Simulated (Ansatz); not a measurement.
Property card for TaC

TaC:
```yaml
crystal:
  lattice:
    - [0.00000, 2.39538, 2.39538]
    - [2.39538, 0.00000, 2.39538]
    - [2.39538, 2.39538, 0.00000]
  atoms:
    - { symbol: Ta, position: [0.00000, 0.00000, 0.00000] }
    - { symbol: C, position: [0.25000, 0.25000, 0.25000] }
```

Space group F-43m (No. 216), zinc blende; conventional cell a = b = c = 4.791 Å, α = β = γ = 90.00°.

Method: plane-wave PAW PBEsol (Ansatz code). The cell and atoms are relaxed at this level. Other levels are named where they apply.

**Cell and energy**

| Quantity | Result |
|---|---|
| Volume per atom | 13.74 Å³ |
| Density | 11.66 g/cm³ |
| Formation energy from the elements (no fitted shifts) | -0.056 eV/atom |

**Electronic structure**

| Quantity | Value |
|---|---|
| Electronic character | metallic (no gap) |
| Density of states at the Fermi level | 0.36 states/eV per atom (mean over ±0.08 eV) |
| Gap with spin–orbit coupling | none (metallic) |

**Mechanics**

| Quantity | Result |
|---|---|
| Bulk modulus (Birch–Murnaghan fit) | 237 GPa |
| Pressure derivative B′ | 4.0 |
| Elastic constants (relaxed ions, GPa) | C11 = 336, C12 = 188, C44 = 85.5 |
| Mechanical stability | stable (all eigenvalues of C positive) |
| Hill bulk and shear moduli | 237 and 80.8 GPa |
| Young's modulus | 218 GPa |
| Poisson's ratio | 0.35 |
| Debye temperature from the elastic constants | 368 K |

**Phonons**

| Quantity | Value |
|---|---|
| Highest zone-centre frequency | 631 cm^-1 |
| Zone-centre stability | no imaginary mode at Γ |

The start of the workflow was typed in or built on a structure type; neither database checked (COD, Materials Project) lists it. It is not the phase usual at ambient conditions (space group No. 225). The cell was relaxed with PBEsol under the symmetry of its start. No spin polarisation was allowed. As this level gives no gap, shear constants depend on the k-mesh and smearing (Fermi–Dirac, 0.1 eV here). As this level gives no gap, phonon frequencies hold no LO–TO term and depend on the k-mesh and smearing (Fermi–Dirac, 0.1 eV here). The references are the lowest solids computed at this level, not always the standard phases. Spin–orbit coupling is left out wherever it is not named.

Potentials: the later of the program's two PAW sets.
